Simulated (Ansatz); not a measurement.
HfO₂: relaxed-ion elastic tensor

These are results of Ansatz 0.2.0, DFT PBE, scalar-relativistic, plane waves, PAW, not measurements. Plane waves to 420 eV; Γ-centred k mesh 8×8×8; fixed occupations. No spin polarisation.

The cell, relaxed at this level:
```xyz
3
Lattice="0.0000 2.5488 2.5488 2.5488 0.0000 2.5488 2.5488 2.5488 0.0000" Properties=species:S:1:pos:R:3 pbc="T T T"
Hf    0.0000    0.0000    0.0000
O     1.2744    1.2744    1.2744
O     3.8232    3.8232    3.8232
```

It was relaxed at this level from a cell as deposited in COD. Spin–orbit coupling is left out, which matters for heavy elements.

Task: Give the relaxed-ion elastic constants (GPa, Voigt order xx yy zz yz xz xy, on the Cartesian axes of the cell above).

Result:
```
545.8  95.6  95.6   0.0   0.0   0.0
 95.6 545.8  95.6   0.0   0.0   0.0
 95.6  95.6 545.8   0.0   0.0   0.0
  0.0   0.0   0.0  64.5   0.0   0.0
  0.0   0.0   0.0   0.0  64.5   0.0
  0.0   0.0   0.0   0.0   0.0  64.5
```

Task: Is the crystal stable against homogeneous strain?

Result: Yes: the least eigenvalue of the tensor is 64.5 GPa.

Task: And the moduli of a polycrystal (Hill averages)?

Result: B = 246 GPa, G = 110 GPa, E = 286 GPa, ν = 0.31.
